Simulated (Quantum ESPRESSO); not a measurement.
Band energies of TaS2

```
TaS2
1.0
    3.38286     0.00000     0.00000
   -1.69143     2.92964     0.00000
    0.00000     0.00000     6.16798
S Ta
2 1
Direct
  0.66667   0.33333   0.75428
  0.33333   0.66667   0.24572
  0.00000   0.00000   0.00000
```

PBEsol (Quantum ESPRESSO, PseudoDojo norm-conserving, 58 Ry, without SOC); path ΓMKΓALHA,LM,KH; energies in eV from the Fermi level.

```
k (1/Å)  point  band 8  band 9  band 10  band 11  band 12  band 13  band 14  band 15
-------  -----  ------  ------  -------  -------  -------  -------  -------  -------
0.00         Γ   -3.93   -3.93    -1.57    -0.75    -0.75     0.08     0.08     0.14
0.21             -4.22   -3.86    -1.81    -1.42    -1.28     0.02     0.59     0.64
0.54             -4.83   -4.16    -3.68    -2.05    -1.83    -0.48     1.45     1.55
0.86             -4.86   -4.32    -3.81    -3.04    -2.13    -0.82     2.18     2.54
1.07         M   -4.60   -4.33    -3.87    -3.26    -2.10    -0.89     2.38     2.91
1.20             -4.69   -4.29    -3.87    -3.20    -2.54    -0.52     2.33     2.83
1.57             -5.21   -4.86    -3.76    -3.71    -3.15     1.04     1.96     2.07
1.69         K   -5.26   -5.26    -3.67    -3.67    -3.22     1.24     1.92     1.92
1.90             -5.18   -4.65    -3.85    -3.81    -2.99     1.00     1.59     2.42
2.21             -5.02   -4.89    -3.65    -3.47    -2.18     0.31     1.16     2.52
2.52             -4.65   -3.82    -3.01    -2.28    -1.43     0.08     0.81     1.37
2.83             -4.01   -3.91    -1.52    -1.08    -0.94     0.12     0.22     0.32
2.93         Γ   -3.93   -3.93    -1.57    -0.75    -0.75     0.08     0.08     0.14
3.18             -3.92   -3.92    -2.52    -0.80    -0.80     0.07     0.07     0.68
3.44         A   -3.91   -3.91    -3.39    -0.84    -0.84     0.06     0.06     0.97
3.54             -4.12   -3.90    -3.19    -1.14    -0.99     0.15     0.23     1.07
3.83             -5.02   -3.73    -3.13    -2.41    -1.82    -0.10     1.23     1.81
4.02             -4.95   -4.10    -3.71    -2.37    -2.05    -0.58     1.73     2.04
4.32             -5.20   -4.03    -3.90    -2.52    -1.97    -1.09     2.24     2.54
4.51         L   -5.04   -4.27    -3.96    -2.35    -1.92    -1.23     2.38     2.90
4.61             -5.06   -4.25    -3.96    -2.38    -2.25    -0.96     2.33     2.84
4.92             -5.23   -4.42    -3.88    -3.64    -2.94     0.33     1.88     2.03
5.13         H   -5.32   -5.32    -3.63    -3.50    -3.50     1.29     1.38     1.38
5.23             -5.33   -4.94    -3.79    -3.44    -3.37     1.07     1.18     1.86
5.51             -5.43   -3.92    -3.84    -3.68    -2.67     0.70     0.75     2.65
5.80             -4.92   -4.24    -3.29    -3.03    -2.17     0.45     0.68     2.44
6.08             -4.75   -3.81    -2.62    -2.27    -1.72     0.38     0.60     1.63
6.37         A   -3.91   -3.91    -3.39    -0.84    -0.84     0.06     0.06     0.97
6.37         L   -5.04   -4.27    -3.96    -2.35    -1.92    -1.23     2.38     2.90
6.57             -4.96   -4.24    -3.93    -2.70    -1.98    -1.06     2.38     2.91
6.88         M   -4.60   -4.33    -3.87    -3.26    -2.10    -0.89     2.38     2.91
6.88         K   -5.26   -5.26    -3.67    -3.67    -3.22     1.24     1.92     1.92
7.08             -5.28   -5.28    -3.61    -3.61    -3.36     1.26     1.71     1.71
7.39         H   -5.32   -5.32    -3.63    -3.50    -3.50     1.29     1.38     1.38
```

A metal at this level: along this path band 13 crosses the Fermi level.

Spin-orbit coupling is left out; for elements this heavy it splits bands near the Fermi level.

Geometry of the Materials Project entry, not relaxed at this level.
